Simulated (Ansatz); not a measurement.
K$_{2}$LiRhF$_{6}$:
```yaml
crystal:
  lattice:
    - [0.00000, 4.04430, 4.04430]
    - [4.04430, 0.00000, 4.04430]
    - [4.04430, 4.04430, 0.00000]
  atoms:
    - { symbol: K, position: [0.75000, 0.75000, 0.75000] }
    - { symbol: K, position: [0.25000, 0.25000, 0.25000] }
    - { symbol: Li, position: [0.50000, 0.50000, 0.50000] }
    - { symbol: Rh, position: [0.00000, 0.00000, 0.00000] }
    - { symbol: F, position: [0.75572, 0.24428, 0.24428] }
    - { symbol: F, position: [0.24428, 0.75572, 0.75572] }
    - { symbol: F, position: [0.24428, 0.75572, 0.24428] }
    - { symbol: F, position: [0.75572, 0.24428, 0.75572] }
    - { symbol: F, position: [0.24428, 0.24428, 0.75572] }
    - { symbol: F, position: [0.75572, 0.75572, 0.24428] }
```

Relaxed with HSE06. Special points in fractions of this cell's reciprocal vectors: Γ (0.000, 0.000, 0.000); X (0.500, 0.000, 0.500); U (0.625, 0.250, 0.625); K (0.375, 0.375, 0.750); L (0.500, 0.500, 0.500); W (0.500, 0.250, 0.750).

List the band energies nearest the valence-band maximum at these points for the program Ansatz at the HSE06 level (PAW).

In eV from the valence-band maximum; about four levels below and three above (degenerate sets whole), none deeper than 8.9 eV; points with the same levels are listed once.

```csv
k,below,above
Γ,-2.74 -2.74 -2.74 -0.28 -0.28 -0.28,5.04 5.04 7.21
X,-2.76 -0.32 0.00 0.00,4.50 5.06 9.73
U,-2.87 -0.24 -0.05 -0.03,4.61 4.92 10.08
L,-2.99 -0.21 -0.14 -0.14,4.78 4.78 9.23
W,-2.99 -2.99 -0.15 -0.15 0.00,4.64 4.87 10.43 10.43
```

Space group Fm-3m. The workflow started from a Materials Project entry (that database holds measured and hypothetical structures alike); the Crystallography Open Database copy checked does not list it. Its standing as an ambient phase is unchecked. The HSE06 relaxation kept the symmetry of its start; its stability against distortions is not shown here. No spin polarisation was allowed. The hybrid was solved on a coarse mesh, the path and, where they were found, the r²SCAN edge points; its band edges are the extreme levels among these. Spin–orbit coupling is left out wherever it is not named.

Potentials: the later of the program's two PAW sets.
